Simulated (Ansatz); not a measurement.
## Spin-resolved density of states of Fe₃W (Pm-3m)

The source of the geometry is a structure from the Materials Project; atoms and cell stay fixed.

Settings: PBEsol, 8×8×8 k mesh, Fermi–Dirac smearing of 0.05 eV. LAPW is all-electron LAPW in Ansatz 0.2.0. Site moments are integrated in spheres about the atoms.

The run was typed so:

```yaml
crystal:
  lattice:
    - [3.6335815567, 0.0, 0.0]
    - [0.0, 3.6335815567, 0.0]
    - [0.0, 0.0, 3.6335815567]
  atoms:
    - { symbol: Fe, position: [0.0, 0.5, 0.5], spin: 0.8 }
    - { symbol: Fe, position: [0.5, 0.0, 0.5], spin: 0.8 }
    - { symbol: Fe, position: [0.5, 0.5, 0.0], spin: 0.8 }
    - { symbol: W, position: [0.0, 0.0, 0.0], spin: -0.2 }
magnetization:
  spin_polarized: true
kpoints:
  mp_grid: { grid: [8, 8, 8] }
scf:
  occupations: { method: fermi_dirac, width: 0.05 }
  lower_state_search: "off"
hamiltonian:
  xc: pbesol
  pseudopotentials: { kind: all_electron, lapw: { basis_error: 0.001 } }
output:
  forces: true
  stress: true
  eigenvalues: false
  populations: true
  dos: { projected: true, de: 0.1, e_range: [-8, 5] }
```

Command: `ansatz run input.yaml --threads 2 --pin off --max-ram 6144MiB --backend cpu --events-out ev --progress --plain --runs-dir out`

Density of states, smoothed by a Gaussian of 0.15 eV:

```tsv
E − E_F (eV)	majority (states/eV/cell)	minority (states/eV/cell)
-7.00	0.23	0.22
-6.75	0.28	0.27
-6.50	0.33	0.32
-6.25	0.35	0.34
-6.00	0.35	0.34
-5.75	0.37	0.34
-5.50	0.54	0.37
-5.25	1.11	0.63
-5.00	1.76	1.28
-4.75	1.99	1.87
-4.50	1.81	1.88
-4.25	1.74	1.45
-4.00	2.15	1.39
-3.75	2.68	1.72
-3.50	2.90	2.37
-3.25	2.61	2.92
-3.00	2.24	2.54
-2.75	2.23	2.11
-2.50	2.76	1.83
-2.25	3.43	2.08
-2.00	4.14	2.68
-1.75	4.85	3.01
-1.50	4.69	3.59
-1.25	4.33	4.15
-1.00	4.47	4.11
-0.75	4.20	3.61
-0.50	2.74	3.34
-0.25	1.43	3.01
0.00	1.33	3.10
0.25	1.76	3.07
0.50	1.06	2.43
0.75	1.03	2.05
1.00	3.17	2.02
1.25	3.63	2.47
1.50	2.88	3.52
1.75	2.82	2.94
2.00	1.64	2.61
2.25	0.90	3.02
2.50	0.86	1.87
2.75	0.96	1.14
3.00	0.91	1.04
3.25	0.71	0.87
3.50	0.51	0.66
3.75	0.33	0.44
4.00	0.29	0.29
4.25	0.31	0.26
4.50	0.43	0.31
```

**Question.** What spin moment does the cell carry?

**Answer.** 2.07 μB. Site moments (μB): Fe1 0.81, Fe2 0.81, Fe3 0.81, W4 -0.29.

**Question.** How large is the spin polarisation of the states at the Fermi level?

**Answer.** (N↑ − N↓)/(N↑ + N↓) = -44 %, from 1.22 and 3.12 states/eV; these are averaged over the run's smearing, not the smoothing of the table, and they move with the mesh.

Löwdin populations of d and f shells (filled inner shells left out):

| shell | up | down |
| --- | --- | --- |
| Fe1 3d | 3.86 | 3.04 |
| Fe2 3d | 3.86 | 3.04 |
| Fe3 3d | 3.86 | 3.04 |
| W4 5d | 2.36 | 2.71 |

The Ansatz runs typed with the search for lower states off end where their start leads. Spin–orbit coupling is left out although heavy atoms are present. None of this fixes the real material's magnetic order: only patterns that fit the cell were computed, at zero temperature, with a functional that can overstate moments.
